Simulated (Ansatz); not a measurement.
InP (CsCl type, Pm-3m) under volume change, plane-wave PAW r²SCAN (Ansatz code), scaled uniformly.

| V (Å³/atom) | E − E(relaxed) (meV/atom) | P (GPa) |
|---|---|---|
| 18.277 | 41.7 | 8.26 |
| 18.879 | 17.1 | 4.89 |
| 19.482 | 4.1 | 2.18 |
| 20.084 | 0.0 | 0.00 |
| 20.687 | … | … |
| 21.289 | … | … |
| 21.892 | 30.9 | -5.02 |

Problem. What belongs in the gaps?

Solution. 
- 20.687, E − E(relaxed) (meV/atom): 3.9
- 20.687, P (GPa): -1.99
- 21.289, E − E(relaxed) (meV/atom): 14.5
- 21.289, P (GPa): -3.64

Problem. What does a third-order Birch–Murnaghan fit give for V₀, B₀ and B′?

Solution. V₀ = 20.06 Å³/atom, B₀ = 70.5 GPa, B′ = 4.8.

The cell is a constructed one: a structure type filled with these elements; neither database checked (COD, Materials Project) lists it. It is not the phase usual at ambient conditions (space group No. 216). The cell was relaxed with r²SCAN under the symmetry of its start; whether a distortion lowers the energy is not shown. Scalar-relativistic: spin–orbit coupling is off unless named, which matters more the heavier the elements.

Potentials: the earlier of the program's two PAW sets.
